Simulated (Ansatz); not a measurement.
The cell is NaFeN (P6_3mc) from a database of computed structures; cell and atoms were relaxed with r2SCAN. The symmetry is P6_3mc (No. 186, hexagonal); a = 2.974 Å, c = 9.733 Å in the conventional setting, 12.42 Å³ an atom. Around Na lie 4 N at 2.56–2.97 Å; around Fe lie 3 N at 1.78 Å; around N lie 3 Fe at 1.78 Å and 4 Na at 2.56–2.97 Å.

```cif
data_structure
_symmetry_space_group_name_H-M 'P6_3mc'
_symmetry_Int_Tables_number 186
_cell_length_a 2.9738
_cell_length_b 2.9738
_cell_length_c 9.7327
_cell_angle_alpha 90.000
_cell_angle_beta 90.000
_cell_angle_gamma 120.000
_cell_volume 74.54
loop_
_atom_site_label
_atom_site_type_symbol
_atom_site_symmetry_multiplicity
_atom_site_Wyckoff_symbol
_atom_site_fract_x
_atom_site_fract_y
_atom_site_fract_z
_atom_site_occupancy
Na1 Na 2 b 0.66667 0.33333 0.76081 1
Fe1 Fe 2 a 0.00000 0.00000 0.51824 1
N1 N 2 b 0.33333 0.66667 0.56559 1
```

The questions ask for values computed with Ansatz on this geometry. Calculated for a static, non-magnetic cell.

Given (12×12×4 mesh): With LDA the valence top lies at K–Γ (0.48 of the way from K) and the conduction bottom at H, 0.29 eV higher; the smallest vertical gap, at K, is 0.61 eV.

(1) How does the gap change from LDA to r2SCAN (12×12×4)?

(2) Estimate the gap with r2SCANh on 6×6×2.

(3) How does the gap change from LDA to HSE06 (6×6×2)?

(4) Roughly how does the cost of the HSE06 run (6×6×2) compare with r2SCAN's (12×12×4)?

(5) How strongly does the crystal screen a field with clamped ions (PBE)?

(6) What fraction of exact exchange does the dielectric-dependent hybrid take (1/ε∞ of PBE, averaged over directions)?

(7) Relaxed again with PBEsol, is the cell stable at the zone centre, and where do its optical modes lie?

Answers

(1) r2SCAN gives an indirect gap of 0.53 eV, from K–Γ (0.48 of the way from K) to H; the least direct gap is 0.94 eV at H. The gap differs by +0.25 eV from LDA's.

(2) The r2SCANh gap is indirect, 1.19 eV (K–Γ (0.48 of the way from K) to H), below the direct gap of 1.74 eV at H. The gap differs by +0.91 eV from LDA's.

(3) The HSE06 gap is indirect, 1.17 eV (K–Γ (0.48 of the way from K) to M), below the direct gap of 1.52 eV at M. The gap differs by +0.88 eV from LDA's.

(4) About 5 times as much (4 core-minutes against 40 core-seconds, on 4 threads of Arm Neoverse V1 (shared host)).

(5) ε∞: 31.83 along x and y, 6.29 along z. Born charges, averaged over directions: Na +1.08, Fe -4.56, N +3.48 e.

(6) 0.043.

(7) All optical modes at Γ are real, from 57 to 696 cm⁻¹ without the longitudinal term; this says nothing of other wave vectors. With the long-range field the highest mode reaches 767 cm⁻¹. By the program's warning the force constants, and with them frequencies and ε⁰, aren't converged on this mesh.

Where an edge lies off the special points, it is a point of the mesh or the k point where a search put PBE's edge or least direct gap, reused for the other functionals, whose own edges may lie a little apart.

The meshes of the hybrids are coarse, so their gaps aren't converged to the digits shown.
